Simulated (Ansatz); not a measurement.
# Phonons of MnSe

Method: PBEsol, scalar-relativistic; collinear spin; PAW, 420 eV, Gaussian smearing of 0.15 eV; code Ansatz; PAW files: Ansatz's generated set soft_2.

```cif
data_structure
_symmetry_space_group_name_H-M 'P 1'
_symmetry_Int_Tables_number 1
_cell_length_a 3.6921
_cell_length_b 3.6921
_cell_length_c 3.6921
_cell_angle_alpha 60.000
_cell_angle_beta 60.000
_cell_angle_gamma 60.000
_cell_volume 35.59
loop_
_atom_site_label
_atom_site_type_symbol
_atom_site_fract_x
_atom_site_fract_y
_atom_site_fract_z
_atom_site_occupancy
Mn1 Mn 0.00000 0.00000 0.00000 1
Se1 Se 0.50000 0.50000 0.50000 1
```

The chain of runs began from a cell as deposited in COD, expanded in volume. Of that entry: the entry's cell lengths or inner coordinates differ somewhat from later room-temperature determinations.

Moments typed, the run going on from the state of an earlier one (μB, in the order of the atoms): 4.27, 0.0.

The spin moment ends at 4.31 μB for each cell as shown.

Force constants come from finite displacements in a 2×2×2 supercell (the unit cell's 12×12×12 k-mesh, folded to it); the long-range dipole term is not included. Points in reciprocal vectors of this cell: Γ = (0.000, 0.000, 0.000), X = (0.500, 0.000, 0.500), U = (0.625, 0.250, 0.625), K = (0.375, 0.375, 0.750), L = (0.500, 0.500, 0.500), W = (0.500, 0.250, 0.750).

Is the structure dynamically stable along this path, and where does the spectrum end?

Yes: no branch is imaginary beyond numerical noise. The highest frequency is 207 cm⁻¹, at X. Points that don't fit the supercell are interpolated.

Frequencies at the named points (cm⁻¹, imaginary ones negative):
```tsv
point	ω (cm⁻¹)
Γ	0 0 0 193 193 193
X	61 61 81 197 197 207
U	77 84 106 179 190 203
K	77 84 106 179 190 203
L	114 114 144 144 168 174
W	72 72 142 149 201 201
```

What does the harmonic approximation give for the vibrational free energy, entropy and heat capacity?

Zero-point energy 25.4 meV/atom.
| T (K) | F_vib (meV/atom) | S (J/K per mole of atoms) | C_V (J/K per mole of atoms) |
| --- | --- | --- | --- |
| 100 | 19.7 | 14.3 | 18.0 |
| 200 | -3.2 | 28.7 | 22.8 |
| 300 | -38.2 | 38.2 | 24.0 |
| 400 | -81.6 | 45.2 | 24.4 |
| 500 | -131.4 | 50.7 | 24.6 |
| 600 | -186.3 | 55.1 | 24.7 |
| 700 | -245.4 | 59.0 | 24.8 |
| 800 | -308.3 | 62.3 | 24.8 |
| 900 | -374.4 | 65.2 | 24.8 |
| 1000 | -443.3 | 67.8 | 24.9 |

The highest mode, 207 cm⁻¹, is worth 300 K. At 300 K the heat capacity has reached 96 % of the classical limit 3R = 24.9 J/K per mole of atoms, since all modes lie under k_BT.

The crystal is a metal or nearly so; low and unstable modes depend on mesh and smearing.

It ran for 2.7 min on 4 threads of Intel(R) Xeon(R) Platinum 8259CL CPU @ 2.50GHz (Skylake/Cascade Lake), with other jobs on the host, peak memory 3 GiB.

Site moments are of spin, integrated over atomic spheres. Only parallel moments were tried, so the real magnetic order may be another.
